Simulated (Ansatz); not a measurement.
Y₂N (anti-CdI2 type, P-3m1) under volume change, plane-wave PAW r²SCAN (Ansatz code), shape and atoms relaxed at each volume.

```tsv
V (Å³/atom)	E − E(relaxed) (meV/atom)	P (GPa)
19.354	[?]	[?]
19.992	20.6	5.45
20.631	4.9	2.53
21.269	0.0	0.00
21.907	4.4	-2.17
22.545	16.9	-4.02
23.183	[?]	[?]
```

Fill in the missing entries.


- 23.183, E − E(relaxed) (meV/atom): 36.1
- 23.183, P (GPa): -5.58
- 19.354, E − E(relaxed) (meV/atom): 48.9
- 19.354, P (GPa): 8.81

What does a third-order Birch–Murnaghan fit give for V₀, B₀ and B′?

V₀ = 21.27 Å³/atom, B₀ = 77.4 GPa, B′ = 4.0.

The cell is a constructed one: a structure type filled with these elements; neither database checked (COD, Materials Project) lists it. Whether it is the stable phase at ambient conditions was not checked. Symmetry was held in the r²SCAN relaxation; whether a distortion lowers the energy is not shown. No spin polarisation was allowed.

Potentials: the later of the program's two PAW sets.
